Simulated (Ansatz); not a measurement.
Au (fcc, Cu type)

```yaml
crystal:
  lattice:
    - [0.00000, 2.07863, 2.07863]
    - [2.07863, 0.00000, 2.07863]
    - [2.07863, 2.07863, 0.00000]
  atoms:
    - { symbol: Au, position: [0.00000, 0.00000, 0.00000] }
```

This relaxed cell (volume V₀) is scaled evenly in all directions, its shape held. Symmetry pins the atoms to their sites.

These are PBE (plane waves to 420 eV, PAW, scalar-relativistic; Ansatz, a program for electronic structure) values and carry that method's errors. k mesh 19×19×19 (Γ-centred), Fermi-Dirac smearing 0.05 eV. The energy includes the smearing's −TS. Compression counts positive. Au was relaxed with its symmetry unable to fall. Spin-orbit coupling is left out, though Au is heavy. The PAW data are Ansatz's earlier set. ΔE is measured from the relaxed starting cell. The last digit holds for this mesh only.

| V (Å³/atom) | ΔE (meV/atom) |
|---|---|
| 16.166 | 99.0 |
| 16.615 | withheld |
| 17.064 | 21.8 |
| 17.513 | 5.1 |
| 17.962 | 0.0 |
| 18.411 | 4.6 |
| 18.860 | 17.3 |
| 19.309 | 36.9 |
| 19.758 | 62.3 |

### Question
Fit a third-order Birch-Murnaghan form (E₀, V₀, B₀, B₀′ free) to the given rows and predict ΔE at V = 16.615.

### Answer
Least squares on the 8 given rows: ΔE = E₀ + (9V₀B₀/16)·y²·[2 + (B₀′ − 4)y], y = (V₀/V)^(2/3) − 1, with V₀ = 17.962 Å³/atom, B₀ = 138.6 GPa (160.2 GPa = 1 eV/Å³; the term in eV is multiplied by 1000), B₀′ = 5.94, E₀ = -0.03 meV/atom; root-mean-square residual 0.03 meV/atom. At 16.615 the fit gives 52.3 meV/atom; the calculation gives 52.2 meV/atom, so the interpolation is off by 0.1 (+0.2 %). For the pressure the fit gives 13.6 GPa against the computed 13.6 GPa.

(Under strain, the slope of the energy per volume gives the stress and its curvature an elastic modulus.)
